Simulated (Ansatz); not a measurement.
GeB2W2:
```
GeB2W2
1.0
    3.13841     0.00000     0.00000
   -1.56920     2.71794     0.00000
    0.00000     0.00000     6.75335
W Ge B
2 1 2
Direct
  0.33333   0.66667   0.71825
  0.33333   0.66667   0.28175
  0.00000   0.00000   0.00000
  0.00000   0.00000   0.50000
  0.66667   0.33333   0.50000
```

Relaxed with r²SCAN. Special points in fractions of this cell's reciprocal vectors: Γ (0.000, 0.000, 0.000); M (0.500, 0.000, 0.000); K (0.333, 0.333, 0.000); A (0.000, 0.000, 0.500); L (0.500, 0.000, 0.500); H (0.333, 0.333, 0.500).

**Question.** List the band energies nearest the Fermi level at these points for DFT-r²SCAN in the program Ansatz with PAW potentials.

**Answer.** In eV from the Fermi level; about four levels below and three above (degenerate sets whole), none deeper than 8.9 eV; points with the same levels are listed once.

| k | below | above |
|---|---|---|
| Γ | -2.64 -2.64 -2.55 -1.78 -1.78 | 0.78 0.78 1.27 |
| M | -4.82 -3.39 -0.21 -0.06 | 1.58 1.87 2.36 |
| K | -4.24 -3.95 -2.01 -0.12 | 0.06 0.83 1.77 |
| A | -2.43 -2.43 -2.09 -2.09 | 0.18 0.18 0.70 |
| L | -4.99 -4.91 -3.53 -1.68 | 0.45 1.84 2.33 |
| H | -5.00 -5.00 -4.93 -4.88 -2.85 | 0.11 2.11 2.19 |

Space group P-6m2. The start of the workflow was typed in or built on a structure type; neither database checked (COD, Materials Project) lists it. Whether it is the stable phase at ambient conditions was not checked. The cell was relaxed with r²SCAN under the symmetry of its start; whether a distortion lowers the energy is not shown. No spin polarisation was allowed. Scalar-relativistic: spin–orbit coupling is off unless named, which matters more the heavier the elements.

Potentials: the earlier of the program's two PAW sets.
